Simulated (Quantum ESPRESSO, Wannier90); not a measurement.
## TaS2 (CdI2 type), plane waves to Wannier functions

Structure: Materials Project mp-1690, symmetrised, not relaxed again. COD (Crystallography Open Database) has the formula in 4 space groups, this one among them (matched by group alone). Method: PBEsol plane waves in Quantum ESPRESSO 7.5 (PseudoDojo norm-conserving files, 47 Ry, no spin polarisation, no spin-orbit coupling), Bloch states on a 12×12×6 mesh through Γ, Wannier90 4.0.1. Density: 12×12×6 mesh, cold smearing 0.01 Ry. The cell is built of weakly bound layers, chains or molecules, whose nearest atoms lie 3.70 Å apart. Database cells relaxed without dispersion often hold them too far apart, which can enlarge gaps and weakens couplings between them; spacing and stacking were not compared with the measured crystal. Spin-orbit coupling is left out although heavy elements are present.

On the energy scale of pw.x, whose zero is arbitrary, the Fermi level lies at 9.50 eV.

Input w.win:

```
num_bands = 21
num_wann = 12
exclude_bands = 1-6
num_iter = 800
conv_tol = 1.0e-6
conv_window = 4
dis_num_iter = 1000
dis_conv_tol = 1.0e-6
dis_froz_max = 11.00
write_hr = true
write_u_matrices = true
begin projections
Ta: s;d
S: p
end projections
begin unit_cell_cart
ang
    3.3828601310    0.0000000000    0.0000000000
   -1.6914300655    2.9296428109    0.0000000000
    0.0000000000    0.0000000000    6.1679800000
end unit_cell_cart
begin atoms_frac
Ta   0.0000000000  0.0000000000  0.0000000000
S   -0.3333333333  0.3333333333 -0.2457200000
S    0.3333333333 -0.3333333333  0.2457200000
end atoms_frac
mp_grid = 12 12 6
begin kpoints
0.0000000000 0.0000000000 0.0000000000
0.0000000000 0.0000000000 0.1666666667
0.0000000000 0.0000000000 0.3333333333
... (861 more lines: the 12x12x6 mesh through Gamma)
end kpoints
```

Input of pw2wannier90.x that gives the overlap and projection files (equivalent; here they were cut from one run over all bands):

```
&inputpp
  outdir = './out'
  prefix = 'pwscf'
  seedname = 'w'
  write_amn = .true.
  write_mmn = .true.
/
```

Output w.wout (banner and timings cut):

```
                                    ------
                                    SYSTEM
                                    ------

                              Lattice Vectors (Ang)
                    a_1     3.382860   0.000000   0.000000
                    a_2    -1.691430   2.929643   0.000000
                    a_3     0.000000   0.000000   6.167980

                   Unit Cell Volume:      61.12821  (Ang^3)

                        Reciprocal-Space Vectors (Ang^-1)
                    b_1     1.857359   1.072347  -0.000000
                    b_2     0.000000   2.144693   0.000000
                    b_3     0.000000  -0.000000   1.018678

 *----------------------------------------------------------------------------*
 |   Site       Fractional Coordinate          Cartesian Coordinate (Ang)     |
 +----------------------------------------------------------------------------+
 | ta   1   0.00000   0.00000   0.00000   |    0.00000   0.00000   0.00000    |
 | s    1  -0.33333   0.33333  -0.24572   |   -1.69143   0.97655  -1.51560    |
 | s    2   0.33333  -0.33333   0.24572   |    1.69143  -0.97655   1.51560    |
 *----------------------------------------------------------------------------*
                                ------------
                                K-POINT GRID
                                ------------

             Grid size = 12 x 12 x  6      Total points =  864

 *---------------------------------- MAIN ------------------------------------*
 |  Number of Wannier Functions               :                12             |
 |  Number of Objective Wannier Functions     :                12             |
 |  Number of input Bloch states              :                21             |
 |  Output verbosity (1=low, 5=high)          :                 1             |
 |  Timing Level (1=low, 5=high)              :                 1             |
 |  Optimisation (0=memory, 3=speed)          :                 3             |
 |  Length Unit                               :               Ang             |
 |  Post-processing setup (write *.nnkp)      :                 F             |
 |  Using Gamma-only branch of algorithms     :                 F             |
 *----------------------------------------------------------------------------*
 *------------------------------- WANNIERISE ---------------------------------*
 |  Total number of iterations                :               800             |
 |  Number of CG steps before reset           :                 5             |
 |  Trial step length for line search         :             2.000             |
 |  Convergence tolerence                     :         0.100E-05             |
 |  Convergence window                        :                 4             |
 |  Iterations between writing output         :                 1             |
 |  Iterations between backing up to disk     :               100             |
 |  Write r^2_nm to file                      :                 F             |
 |  Write xyz WF centres to file              :                 F             |
 |  Write on-site energies <0n|H|0n> to file  :                 F             |
 |  Use guiding centre to control phases      :                 F             |
 |  Use phases for initial projections        :                 F             |
 *----------------------------------------------------------------------------*
 *------------------------------- DISENTANGLE --------------------------------*
 |  Using band disentanglement                :                 T             |
 |  Total number of iterations                :              1000             |
 |  Mixing ratio                              :             0.500             |
 |  Convergence tolerence                     :         1.000E-06             |
 |  Convergence window                        :                 3             |
 *----------------------------------------------------------------------------*
 *-------------------------------- PLOTTING ----------------------------------*
 |  Plotting Hamiltonian in WF basis          :                 T             |
 *----------------------------------------------------------------------------*

       ... (k-mesh section left out)

 Starting a new Wannier90 calculation ...

 Reading overlaps from w.mmn

 Reading projections from w.amn

 *------------------------------- DISENTANGLE --------------------------------*
 +----------------------------------------------------------------------------+
 |                              Energy  Windows                               |
 |                              ---------------                               |
 |                   Outer:    2.69498  to   24.90472  (eV)                   |
 |                   Inner:    2.69498  to   11.00000  (eV)                   |
 +----------------------------------------------------------------------------+
   Number of target bands to extract:   12

                   Unitarised projection of Wannier functions
                   ------------------------------------------
   A_mn = <psi_m|g_n> --> S = A.A^+ --> U = S^-1/2.A
   In dis_project... done
   Using an inner window (linner = T)
   In dis_proj_froz... done

                   Extraction of optimally-connected subspace
                   ------------------------------------------
 +---------------------------------------------------------------------+<-- DIS
 |  Iter     Omega_I(i-1)      Omega_I(i)      Delta (frac.)           |<-- DIS
 +---------------------------------------------------------------------+<-- DIS
       1      23.81239493      22.75190664       4.661E-02    <-- DIS
       2      22.91534173      22.46406424       2.009E-02    <-- DIS
       3      22.60353123      22.26262565       1.531E-02    <-- DIS
       4      22.36479046      22.11228011       1.142E-02    <-- DIS
       5      22.18353052      21.99634969       8.510E-03    <-- DIS
       6      22.04483926      21.90486363       6.390E-03    <-- DIS
       ... (lines left out)
     101      21.40538263      21.40540655      -1.117E-06    <-- DIS
       ... (lines left out)
     104      21.40530774      21.40532817      -9.545E-07    <-- DIS
     105      21.40528513      21.40530453      -9.061E-07    <-- DIS
     106      21.40526361      21.40528202      -8.603E-07    <-- DIS

             <<<      Delta < 1.000E-06  over  3 iterations     >>>
             <<< Disentanglement convergence criteria satisfied >>>

        Final Omega_I    21.40528202 (Ang^2)

 +----------------------------------------------------------------------------+

 Writing checkpoint file w.chk... done

 *------------------------------- WANNIERISE ---------------------------------*
 +--------------------------------------------------------------------+<-- CONV
 | Iter  Delta Spread     RMS Gradient      Spread (Ang^2)            |<-- CONV
 +--------------------------------------------------------------------+<-- CONV

 ------------------------------------------------------------------------------
 Initial State
  WF centre and spread    1  (  0.000001, -0.000002, -0.000000 )     3.69483254
  WF centre and spread    2  (  0.000000, -0.000000, -0.000000 )     1.81978669
  WF centre and spread    3  ( -0.000004, -0.000001,  0.000001 )     1.75049237
  WF centre and spread    4  (  0.000003, -0.000001, -0.000001 )     1.75049249
  WF centre and spread    5  (  0.000000, -0.000000, -0.000001 )     1.81566037
  WF centre and spread    6  (  0.000001, -0.000000,  0.000001 )     1.81566084
  WF centre and spread    7  ( -1.691429,  0.976547, -1.642156 )     1.67825965
  WF centre and spread    8  ( -1.691431,  0.990770, -1.496924 )     1.63362516
  WF centre and spread    9  ( -1.691430,  0.962262, -1.496925 )     1.63362677
  WF centre and spread   10  (  1.691430, -0.976548,  1.642156 )     1.67825984
  WF centre and spread   11  (  1.691433, -0.990770,  1.496926 )     1.63362123
  WF centre and spread   12  (  1.691429, -0.962263,  1.496923 )     1.63363174
  Sum of centres and spreads (  0.000003, -0.000006, -0.000001 )    22.53794969

      0     0.225E+02     0.0000000000       22.5379497059  <-- CONV
        O_D=      0.0097858 O_OD=      1.1228818 O_TOT=     22.5379497 <-- SPRD
 ------------------------------------------------------------------------------
      1    -0.432E-01     0.1088045071       22.4947818619  <-- CONV
        O_D=      0.0096932 O_OD=      1.0798066 O_TOT=     22.4947819 <-- SPRD
      2    -0.457E-01     0.1332430586       22.4490467668  <-- CONV
        O_D=      0.0095738 O_OD=      1.0341909 O_TOT=     22.4490468 <-- SPRD
      3    -0.291E-01     0.1188941026       22.4199560051  <-- CONV
        O_D=      0.0092644 O_OD=      1.0054095 O_TOT=     22.4199560 <-- SPRD
      4    -0.206E-01     0.0915610386       22.3993071524  <-- CONV
        O_D=      0.0090422 O_OD=      0.9849829 O_TOT=     22.3993072 <-- SPRD
      5    -0.184E-01     0.0847035913       22.3809136910  <-- CONV
        O_D=      0.0089478 O_OD=      0.9666838 O_TOT=     22.3809137 <-- SPRD
       ... (lines left out)
    100    -0.953E-06     0.0005737261       22.3571732719  <-- CONV
        O_D=      0.0082962 O_OD=      0.9435950 O_TOT=     22.3571733 <-- SPRD
       ... (lines left out)
    200    -0.194E-05     0.0009945975       22.3570239114  <-- CONV
        O_D=      0.0082652 O_OD=      0.9434767 O_TOT=     22.3570239 <-- SPRD
       ... (lines left out)
    261    -0.552E-06     0.0004318810       22.3569234846  <-- CONV
        O_D=      0.0082459 O_OD=      0.9433956 O_TOT=     22.3569235 <-- SPRD
    262    -0.761E-06     0.0004096658       22.3569227234  <-- CONV
        O_D=      0.0082457 O_OD=      0.9433950 O_TOT=     22.3569227 <-- SPRD
    263    -0.791E-06     0.0009408572       22.3569219327  <-- CONV
        O_D=      0.0082455 O_OD=      0.9433944 O_TOT=     22.3569219 <-- SPRD
             <<<     Delta < 1.000E-06  over  4 iterations     >>>
             <<< Wannierisation convergence criteria satisfied >>>
 Final State
  WF centre and spread    1  (  0.000001, -0.000002, -0.000000 )     3.75580823
  WF centre and spread    2  ( -0.000000, -0.000000,  0.000000 )     1.82474275
  WF centre and spread    3  ( -0.000004, -0.000001,  0.000001 )     1.78367173
  WF centre and spread    4  (  0.000003, -0.000001, -0.000001 )     1.78400014
  WF centre and spread    5  (  0.000000, -0.000001, -0.000001 )     1.84163753
  WF centre and spread    6  (  0.000001, -0.000000,  0.000001 )     1.84163700
  WF centre and spread    7  ( -1.691429,  0.979477, -1.649006 )     1.60244308
  WF centre and spread    8  ( -1.691431,  0.991020, -1.495439 )     1.58019729
  WF centre and spread    9  ( -1.691431,  0.959066, -1.495473 )     1.58007166
  WF centre and spread   10  (  1.691430, -0.979477,  1.649006 )     1.60244310
  WF centre and spread   11  (  1.691434, -0.991020,  1.495440 )     1.58019576
  WF centre and spread   12  (  1.691429, -0.959066,  1.495471 )     1.58007364
  Sum of centres and spreads (  0.000003, -0.000006, -0.000001 )    22.35692192

         Spreads (Ang^2)       Omega I      =    21.405282022
        ================       Omega D      =     0.008245471
                               Omega OD     =     0.943394440
    Final Spread (Ang^2)       Omega Total  =    22.356921933
```
